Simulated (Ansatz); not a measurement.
Re:
```xyz
4
Lattice="2.7756 0.0000 0.0000 -1.3878 2.4038 0.0000 0.0000 0.0000 8.9566" Properties=species:S:1:pos:R:3 pbc="T T T"
Re     0.0000     0.0000     0.0000
Re     0.0000     0.0000     4.4783
Re     0.0000     1.6025     2.2391
Re     1.3878     0.8013     6.7174
```

Relaxed with PBE. Special points in fractions of this cell's reciprocal vectors: Γ (0.000, 0.000, 0.000); M (0.500, 0.000, 0.000); K (0.333, 0.333, 0.000); A (0.000, 0.000, 0.500); L (0.500, 0.000, 0.500); H (0.333, 0.333, 0.500).

Q: List the band energies nearest the Fermi level at these points for PBE in the plane-wave PAW code Ansatz.

A: In eV from the Fermi level; about four levels below and three above (degenerate sets whole), none deeper than 8.9 eV; points with the same levels are listed once.

```
k                                below                above
-  -----------------------------------  -------------------
Γ              -1.21 -1.21 -1.09 -1.09       0.48 0.63 0.63
M              -2.71 -2.08 -2.00 -0.80       0.30 0.31 1.09
K              -2.18 -2.18 -0.06 -0.06       1.62 1.62 2.92
A  -1.42 -1.42 -1.42 -1.42 -1.11 -1.11  1.16 1.16 1.16 1.16
L              -1.39 -1.39 -0.67 -0.67  0.26 0.26 2.66 2.66
H              -2.20 -2.20 -0.03 -0.03  1.06 1.06 3.15 3.15
```

Space group P6_3/mmc (dhcp (α-La type)). The workflow started from a Materials Project entry (that database holds measured and hypothetical structures alike). Its sites differ from those of the usual phase in this space group: another stacking or structure type. The PBE relaxation kept the symmetry of its start; whether a distortion lowers the energy is not shown. No spin polarisation was allowed. Spin–orbit coupling is left out wherever it is not named.

Potentials: the later of the program's two PAW sets.
